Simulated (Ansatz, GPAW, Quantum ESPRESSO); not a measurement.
**Al3Au: 5 runs at one level of theory**

```xyz
4
Lattice="-2.0253 2.0253 4.0566 2.0253 -2.0253 4.0566 2.0253 2.0253 -4.0566" Properties=species:S:1:pos:R:3 pbc="T T T"
Au    0.0000    0.0000    0.0000
Al    0.0000    0.0000    4.0566
Al    2.0253    0.0000    2.0283
Al    0.0000    2.0253    2.0283
```

The cell comes from a database or a generator and needn't be the stable form of this composition.

Alike in all runs: task band structure; functional PBEsol; k mesh 9 × 9 × 9; occupations fermi-dirac, width 0.05 eV; no spin polarisation; no spin-orbit coupling. Pressure is positive in compression and, in plane waves, holds the error of the finite cutoff, which Ansatz's Pulay term estimates and takes out.

```
                           program and potentials  plane-wave cutoff (eV)                                                                                                                           notes  pressure (GPa)
                               Ansatz, Ansatz PAW                     420  potentials made for PBE, which Ansatz adapts in part; 7 valence electrons an atom on average; Pulay term of +0.06 GPa included           -2.62
GPAW, PAW data sets generated for this functional                     600                                             5 valence electrons an atom on average; this data set often lies off other programs           -2.19
   Ansatz, all-electron LAPW, scalar-relativistic                       -                                                                                                                               -           -2.62
        Ansatz, PAW datasets made for the crystal                     260                                                                                          5 valence electrons an atom on average           -2.62
                Quantum ESPRESSO, GBRV 1.5 PBEsol                     612                                                                                          5 valence electrons an atom on average           -2.77
```

The pressure spans -2.77 (Quantum ESPRESSO, GBRV 1.5 PBEsol) to -2.19 GPa (GPAW, PAW data sets generated for this functional), with all-electron results at -2.62.

Differences between rows come from potentials, basis sets and numerical settings, since the functional is the same but for its coding. Runs on potential files found faulty are left out.
